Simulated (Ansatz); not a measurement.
AlCo:
```
AlCo
1.0
    2.79357     0.00000     0.00000
    0.00000     2.79357     0.00000
    0.00000     0.00000     2.79357
Al Co
1 1
Direct
  0.00000   0.00000   0.00000
  0.50000   0.50000   0.50000
```

Relaxed with LDA. Special points in fractions of this cell's reciprocal vectors: Γ (0.000, 0.000, 0.000); X (0.000, 0.500, 0.000); M (0.500, 0.500, 0.000); R (0.500, 0.500, 0.500).

**Question.** List the band energies nearest the Fermi level at these points for the program Ansatz at the LDA level (PAW).

**Answer.** In eV from the Fermi level; about four levels below and three above (degenerate sets whole), none deeper than 8.9 eV; points with the same levels are listed once.

| k | below | above |
|---|---|---|
| Γ | -3.28 -3.28 -0.88 -0.88 -0.88 | 6.23 6.23 6.23 |
| X | -2.64 -1.83 -1.83 -0.75 | 0.18 8.49 10.86 10.86 |
| M | -2.75 -2.75 -1.62 -1.62 -0.28 | 2.56 3.88 13.29 |
| R | -4.20 -4.20 -4.20 -0.24 -0.24 | 2.39 2.39 2.39 |

Space group Pm-3m (CsCl type). Symmetry was held in the LDA relaxation. The run is not spin-polarised.

Potentials: the earlier of the program's two PAW sets. The files were generated under PBE; for other functionals the program regenerates the frozen cores, and for LDA and PBEsol the local potential too.
